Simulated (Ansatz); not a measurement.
NaTaO3, first-principles data

NaTaO₃:
```xyz
10
Lattice="5.4850 0.0000 0.0000 0.0000 5.4850 0.0000 0.0000 0.0000 3.9540" Properties=species:S:1:pos:R:3 pbc="T T T"
Na     0.0000     2.7425     1.9770
Na     2.7425     0.0000     1.9770
Ta     0.0000     0.0000     0.0000
Ta     2.7425     2.7425     0.0000
O      3.8373     1.0948     0.0000
O      1.6477     4.3901     0.0000
O      4.3901     3.8373     0.0000
O      1.0948     1.6477     0.0000
O      0.0000     0.0000     1.9770
O      2.7425     2.7425     1.9770
```

Space group P4/mbm (No. 127); conventional cell a = b = 5.4850 Å, c = 3.9540 Å, α = β = γ = 90.00°.

Method: PBEsol in the plane-wave PAW code Ansatz. Geometry: relaxed at this level of theory. Other levels are named where they apply.

Cell and energy:

```
Item                                                           Value
-----------------------------------------------------  -------------
Volume per atom                                             11.90 Å³
Density                                                   7.03 g/cm³
Formation energy from the elements (no fitted shifts)  -2.66 eV/atom
```

Electronic structure:

```
Property                                                                           Value
------------------------------------------------  --------------------------------------
Band gap                                                              2.31 eV (indirect)
Valence-band maximum                                                                at Z
Conduction-band minimum                                                             at Γ
Smallest direct gap on the standard path                                         2.69 eV
Electron effective mass, band 1 of 2 at the edge         0.60 along x, 0.27 along z (mₑ)
Electron effective mass, band 2 of 2 at the edge         0.52 along x, 0.27 along z (mₑ)
Electron effective mass with spin–orbit coupling  0.26, 0.54, 0.54 mₑ (principal values)
Hole effective mass with spin–orbit coupling         1.1, 2.3, 2.3 mₑ (principal values)
HSE06 gap on the PBEsol cell                                                     3.78 eV
Gap with spin–orbit coupling                                                     2.17 eV
```

Mechanics:

```
Quantity                                                                                                    Value
--------------------------------------------  -------------------------------------------------------------------
Bulk modulus (Birch–Murnaghan fit)                                                                      1380 kbar
Pressure derivative B′                                                                                        4.8
Elastic constants (relaxed ions, GPa)         C11 = 233, C12 = 71.6, C13 = 64.2, C33 = 489, C44 = 88.2, C66 = 190
Mechanical stability                                                       stable (all eigenvalues of C positive)
Hill bulk and shear moduli                                                                        144 and 115 GPa
Young's modulus                                                                                           273 GPa
Poisson's ratio                                                                                              0.18
Debye temperature from the elastic constants                                                                582 K
```

Dielectric response:

```
Property                                                                   Value
----------------------------------------  --------------------------------------
Electronic dielectric constant ε∞ (DFPT)               5.25 (xx = yy), 5.28 (zz)
Born charges (a third of the trace)       Na +1.11, Ta +8.43, O -3.20 to -3.17 e
```

Charges:

```
Quantity                                       Result
-------------  --------------------------------------
Bader charges  Na +0.89, Ta +2.90, O -1.27 to -1.26 e
```

The first step of the workflow began from a Materials Project structure, measured or hypothetical; the Crystallography Open Database files this formula in space group No. 127, but the cells were not matched. Whether it is the stable phase at ambient conditions was not checked. Symmetry was held in the PBEsol relaxation; its stability against distortions is not shown here. The run is not spin-polarised. The references are the lowest solids computed at this level, not always the standard phases (solids in place of the gases). Spin–orbit coupling is left out wherever it is not named.

Potentials: the later of the program's two PAW sets.
